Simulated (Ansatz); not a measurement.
BaHfO3 (Pm-3m) from a database of computed structures, relaxed with r2SCAN, was run in Ansatz under altered settings. All numbers are computed, without spin polarisation but where a row says otherwise.

```xyz
5
Lattice="4.1771 0.0000 0.0000 0.0000 4.1771 0.0000 0.0000 0.0000 4.1770" Properties=species:S:1:pos:R:3 pbc="T T T"
Ba    2.0885    2.0885    4.1687
Hf    0.0000    0.0000    2.0801
O     0.0000    2.0885    2.0802
O     2.0885    0.0000    2.0802
O     0.0000    0.0000    4.1687
```

The base run's other keys:
```yaml
kpoints:
  mp_grid: { grid: [4, 4, 4] }
hamiltonian:
  xc: hse06
scf:
  occupations: { method: fixed }
  n_extra_bands: 5
```

It takes 16 iterations with 1365 plane waves at 420 eV and 10 k points, and leaves a mean stress of -0.25 GPa. The gap over this mesh is 5.177 eV. It ran on 4 threads of Intel(R) Xeon(R) Platinum 8488C (Sapphire Rapids), on a shared host.

Outcomes, with energy and stress as changes against the base:

| setting | outcome | ΔF (meV/atom) | Δ mean stress (GPa) | gap on the mesh (eV) | iterations | wall time |
| --- | --- | --- | --- | --- | --- | --- |
| hamiltonian.xc: lc_wpbe | converged | – | -0.6 | 10.679 | 16 | 26 s |
| scf.occupations: cold 0.05 | converged | 0.0 | 0.0 | 5.177 | 16 | 20 s |

A dash marks a value that wasn't obtained or can't be compared. Stress is positive in compression. The base took 18 s.

- hamiltonian.xc: lc_wpbe. The mean stress moves by -0.6 GPa and the gap on the mesh by +5.503 eV (to 10.679). It's another functional on the same cell, so totals aren't comparable.

Within 1 meV an atom, 0.1 GPa and 0.005 eV of the base stay: scf.occupations: cold 0.05.

Spin-orbit coupling is left out.

The stress of a hybrid is loosely converged in these runs.

The meshes of the hybrids are coarse, so their gaps aren't converged to the digits shown.
